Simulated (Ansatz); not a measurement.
LaN in space group P4/nmm (No. 129; La on 2c, N on 2a), DFT-r²SCAN in the program Ansatz with PAW potentials. The conduction-band minimum lies at Γ, with 1 equivalent valley. Second derivatives d²E/dk² of the lowest band at one valley (eV·Å²), along Cartesian directions:

```tsv
direction	d²E/dk²
[100]	14.98
[010]	14.98
[001]	4.512
[110]	14.98
[101]	9.751
[011]	9.751
```

**Question.** Find the principal effective masses, the density-of-states mass and the conductivity mass.

**Answer.** Off-diagonal terms follow from H_xy = H[110] − (H_xx + H_yy)/2, and m*/mₑ = 7.620 eV·Å² over each eigenvalue: 0.51, 0.51, 1.7. One valley's DOS mass (m₁m₂m₃)^(1/3) = 0.76, conductivity mass 3/(Σ 1/mᵢ) = 0.66 mₑ.

**Question.** What effective density of states Nc follows at 300 K for parabolic valleys?

**Answer.** Nc = 2.509e19 × 1 × (0.76)^(3/2) ≈ 1.7e19 cm⁻³.

**Question.** With the computed static dielectric constant 35.4 (mean of the diagonal), estimate a hydrogenic donor's binding energy and radius.

**Answer.** E = 13.606 eV × 0.66/35.4² ≈ 7.2 meV; a = 0.529 Å × ε/m* ≈ 28 Å. Semilocal masses tend to be too small when the gap is underestimated.

The first step of the workflow began from a Materials Project structure, measured or hypothetical; the Crystallography Open Database copy checked does not list it. COD files the formula under space group No. 225. Its standing as an ambient phase is unchecked. Symmetry was held in the r²SCAN relaxation. At this level the phase is mechanically unstable. Scalar-relativistic: spin–orbit coupling is off unless named, which matters more the heavier the elements.

Potentials: the later of the program's two PAW sets.
